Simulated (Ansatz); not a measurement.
# One relaxed cell of Ba$_{2}$Cd$_{2}$Sb$_{3}$ at several levels

A database entry relaxed whole under r2SCAN at zero pressure (C2/m, No. 12):

```yaml
crystal:
  lattice:
    - [9.13204, -2.44415, -0.00037]
    - [9.13204, 2.44415, -0.00037]
    - [-8.10445, 0.00000, 10.82186]
  atoms:
    - { symbol: Ba, position: [0.26390, 0.26390, 0.66273] }
    - { symbol: Ba, position: [0.73610, 0.73610, 0.33727] }
    - { symbol: Ba, position: [0.39834, 0.39834, 0.05619] }
    - { symbol: Ba, position: [0.60166, 0.60166, 0.94381] }
    - { symbol: Cd, position: [0.04141, 0.04141, 0.30996] }
    - { symbol: Cd, position: [0.95859, 0.95859, 0.69004] }
    - { symbol: Cd, position: [0.40898, 0.40898, 0.34674] }
    - { symbol: Cd, position: [0.59102, 0.59102, 0.65326] }
    - { symbol: Sb, position: [0.08021, 0.08021, 0.12473] }
    - { symbol: Sb, position: [0.91979, 0.91979, 0.87527] }
    - { symbol: Sb, position: [0.15393, 0.15393, 0.80250] }
    - { symbol: Sb, position: [0.84607, 0.84607, 0.19750] }
    - { symbol: Sb, position: [0.38771, 0.38771, 0.54300] }
    - { symbol: Sb, position: [0.61229, 0.61229, 0.45700] }
```

Its volume is 34.51 Å³ an atom, +3.2 % against the entry's 33.44, a measured cell (2010, 170 K).

Single points on this cell with plane-wave PAW DFT (Ansatz 0.2.0; r2SCAN 500 eV, hybrids 420 eV; fermi-dirac occupations of width 0.020 eV; no moments): r2SCAN on a 6×6×2 Γ-centred mesh; r2SCAN with spin-orbit coupling on a 2×2×2 Γ-centred mesh.

Problem. How do gap, pressure and charges move from level to level?

Solution. The runs give:

| level | gap (eV), or kind | pressure (GPa) | Bader charge of Ba (e) | Bader charge of Cd (e) | Bader charge of Sb (e) |
| --- | --- | --- | --- | --- | --- |
| r2SCAN | 0.27 | 0.0 | +1.32 | +0.26 | -1.06 |
| r2SCAN with spin-orbit coupling | 0.20 | 0.2 | +1.32 | +0.29 | -1.07 |

Under r2SCAN the gap is 0.27 eV, over mesh and band path. Spin-orbit coupling moves the r2SCAN gap by -0.07 eV.

Caveats: the relaxation kept the start's symmetry; pressure is positive in compression.
